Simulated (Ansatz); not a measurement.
# Property card for As

Method: Ansatz, DFT PBE+D3(BJ), scalar-relativistic, plane waves, PAW.

Cutoff 420 eV; k points 15×15×15 on the computed 2-atom cell (Γ-centred); Gaussian smearing, width 0.10 eV; no spin polarisation.

The structure is relaxed at this level of theory with its symmetry kept.

```yaml
crystal:
  lattice:
    - [1.89144, 1.09202, 3.37139]
    - [-1.89144, 1.09202, 3.37139]
    - [0.00000, -2.18404, 3.37139]
  atoms:
    - { symbol: As, position: [0.76971, 0.76971, 0.76971] }
    - { symbol: As, position: [0.23029, 0.23029, 0.23029] }
```

| Property | Result |
| --- | --- |
| Space group | R-3m (No. 166) |
| Volume per atom | 20.89 Å³ |
| Kohn–Sham band gap | none (metal) |
| Density of states at the Fermi level | 0.14 states/eV per cell (so small that it hangs on the mesh: a semimetal, or crossings between mesh points) |
| Löwdin character within 0.5 eV of the Fermi level | As 4p 79 %, As 4s 17 %, unprojected 4 % |
| Bader charges (e) | As (2 in the cell) 0.00 |